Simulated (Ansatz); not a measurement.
# Relaxing a structure of Ba4As3

The relaxed structure here is a generated cell of Ba4As3: the first start was made by a random draw of sites in a space group, and the end was not matched to a known phase here, so it may be hypothetical.

The start is a randomly generated symmetric cell of Ba4As3 (space group No. 191). The structure is fully relaxed (lattice and positions, P = 0) with PBE (plane waves to 420 eV, PAW, scalar-relativistic; Ansatz, a program for electronic structure). The first steps use a coarse 4×4×3 k-mesh.

The start:
```
CELL_PARAMETERS angstrom
      6.58927     0.00000     0.00000
     -3.29464     5.70648     0.00000
      0.00000     0.00000     7.45784
ATOMIC_POSITIONS crystal
  As 0.50000 0.00000 0.00000
  As 0.00000 0.50000 0.00000
  As 0.50000 0.50000 0.00000
  Ba 0.50000 0.00000 0.50000
  Ba 0.00000 0.50000 0.50000
  Ba 0.50000 0.50000 0.50000
  Ba 0.00000 0.00000 0.00000
```

### Question
How much energy is released per atom?

### Answer
0.27 eV/atom.

### Question
How does the volume change?

### Answer
+1.4 %, from 40.06 to 40.64 Å³/atom.

### Question
How do the shortest distances between atoms change?

### Answer
The closest pairs of elements (up to four, under 3.6 Å), start → end: As–Ba 3.29 → 3.18 Å; As–As 3.29 → 3.59 Å; Ba–Ba 3.29 → 3.59 Å.

### Question
What band gap does the relaxed structure have at this level?

### Answer
Zero (metallic).

### Question
Write out the relaxed structure.

### Answer

Space group P6/mmm (No. 191); a = b = 7.184 Å, c = 6.364 Å, α = β = 90.00°, γ = 120.00°

```tsv
atom	site	symmetry	x	y	z
As	3f	mmm	0.0000	0.5000	0.0000
Ba	3g	mmm	0.5000	0.5000	0.5000
Ba	1a	6/mmm	0.0000	0.0000	0.0000
```

The space group stays P6/mmm (No. 191) (the run could not lower it), with 7 atoms in the primitive cell. Final values are on a 8×8×8 k-mesh of the relaxed cell. No spin polarisation in the result. The relaxed primitive cell holds an odd number of electrons. A magnetic state may lie lower.

The run could not lose the symmetry of its start, so the end can be a saddle point.

All atoms sit on sites fixed by symmetry, so only the cell could relax.
